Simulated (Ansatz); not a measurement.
YN:
```xyz
2
Lattice="0.0000 2.4479 2.4479 2.4479 0.0000 2.4479 2.4479 2.4479 0.0000" Properties=species:S:1:pos:R:3 pbc="T T T"
Y      0.0000     0.0000     0.0000
N      2.4479     2.4479     2.4479
```

Relaxed with r²SCAN.

Q: Map the valence electron density (e/Å³), cut off at 3 on the plane through (0.000, 0.000, 0.000) spanned by u = [1, 0, 0] and v = [0, 1, -1] in lattice vectors, from DFT-r²SCAN in the program Ansatz with PAW potentials.

A: x is the fraction of u, y of v (the angle between them is 90°; rows are the nearest grid lines); atoms in the plane: Y at (0.00, 0.00), N at (0.50, 0.50).
```
y \ x   0.000  0.118  0.176  0.294  0.353  0.471  0.529  0.647  0.706  0.824  0.882   1.00
------  -----  -----  -----  -----  -----  -----  -----  -----  -----  -----  -----  -----
1.00     2.99   3.00   2.59  0.475  0.191  0.099  0.099  0.191  0.475   2.59   3.00   2.99
0.941    3.00   3.00   2.37  0.440  0.192  0.115  0.115  0.192  0.440   2.37   3.00   3.00
0.824    2.59   1.77   1.06  0.313  0.257  0.282  0.282  0.257  0.313   1.06   1.77   2.59
0.765    1.26  0.844  0.543  0.330  0.380  0.522  0.522  0.380  0.330  0.543  0.844   1.26
0.706   0.474  0.365  0.313  0.435  0.628   1.05   1.05  0.628  0.435  0.313  0.365  0.474
0.588   0.115  0.170  0.266  0.869   1.65   3.00   3.00   1.65  0.869  0.266  0.170  0.115
0.529   0.099  0.167  0.282   1.05   2.11   3.00   3.00   2.11   1.05  0.282  0.167  0.099
0.471   0.099  0.167  0.282   1.05   2.11   3.00   3.00   2.11   1.05  0.282  0.167  0.099
0.412   0.115  0.170  0.266  0.869   1.65   3.00   3.00   1.65  0.869  0.266  0.170  0.115
0.294   0.474  0.365  0.313  0.435  0.628   1.05   1.05  0.628  0.435  0.313  0.365  0.474
0.235    1.26  0.844  0.543  0.330  0.380  0.522  0.522  0.380  0.330  0.543  0.844   1.26
0.176    2.59   1.77   1.06  0.313  0.257  0.282  0.282  0.257  0.313   1.06   1.77   2.59
0.0588   3.00   3.00   2.37  0.440  0.192  0.115  0.115  0.192  0.440   2.37   3.00   3.00
0.000    2.99   3.00   2.59  0.475  0.191  0.099  0.099  0.191  0.475   2.59   3.00   2.99
```

The density is the valence pseudo-density with augmentation charge, so density and ELF within about 1 Å of a nucleus are not all-electron values.

Space group Fm-3m (rock salt). The r²SCAN relaxation kept the symmetry of its start. No spin polarisation was allowed.

Potentials: the later of the program's two PAW sets.
